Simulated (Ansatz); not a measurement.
HfO2:
```xyz
6
Lattice="3.5671 0.0000 0.0000 0.0000 3.5671 0.0000 0.0000 0.0000 5.1659" Properties=species:S:1:pos:R:3 pbc="T T T"
Hf     0.0000     0.0000     0.0000
Hf     1.7835     1.7835     2.5830
O      0.0000     1.7835     1.0337
O      0.0000     1.7835     3.6167
O      1.7835     0.0000     1.5493
O      1.7835     0.0000     4.1323
```

DFT-PBEsol in the program Ansatz with PAW potentials gives a gap of 4.57 eV without spin–orbit coupling, maximum at A, minimum at Γ.

**Question.** What happens when spin–orbit coupling is switched on?

**Answer.** The gap hardly moves, to 4.57 eV; maximum at A, minimum at Γ.

**Question.** Give the electron effective mass with spin–orbit coupling.

**Answer.** 0.81, 0.81, 1.0 mₑ (principal values).

Space group P4_2/nmc. This is a known high-temperature phase of the composition, computed here at zero pressure and temperature. The cell was relaxed with PBEsol under the symmetry of its start; its stability against distortions is not shown here. No spin polarisation was allowed.

Potentials: the later of the program's two PAW sets.
